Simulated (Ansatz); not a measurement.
Structures of CsBi2H4: which is lowest?

Plane-wave DFT in Ansatz with scalar-relativistic PAW potentials, cutoff 420 eV, Γ-centred meshes chosen by cell and gap, Gaussian smearing with energies taken to zero width. Every cell was relaxed (cell and atoms) in a run of its own, within the symmetry of its start. Functional: PBE.

Relaxed structures (starts from databases or built by putting these elements on another compound's sites):
A. I4/mmm, 7 atoms in the computed cell, a = 4.810 Å, c = 20.346 Å; sites (symmetry × multiplicity) Cs 4/mmm × 2, Bi 4mm × 4, H 4mm × 4 + mmm. × 4; start: built
B. P4/mmm, 7 atoms in the computed cell, a = 6.516 Å, c = 3.263 Å; sites (symmetry × multiplicity) Cs 4/mmm × 1, Bi mmm. × 2, H m.2m × 4; start: built

Rank them by energy. Could pressure change the order?

```tsv
structure	group	E − E(lowest) (meV/atom)	V (Å³/atom)	gap on mesh (eV)
A	I4/mmm	0.0	33.62	0.00
B	P4/mmm	353	19.79	0.00
```

A is lowest, 353 meV/atom under B. B is denser by 13.83 Å³/atom, so pressure favours it: ΔE/ΔV, with ΔE in eV and 1 eV/Å³ = 160.2 GPa, gives about 4.1 GPa for equal enthalpy if both cells were rigid, a rough figure since the two compress differently. Other structures may lie lower than all of these, and vibrations aren't counted.

Spin-orbit coupling is left out, which matters for the bands of heavy elements. For Tl, Pb and Bi spin-orbit coupling shifts energies too.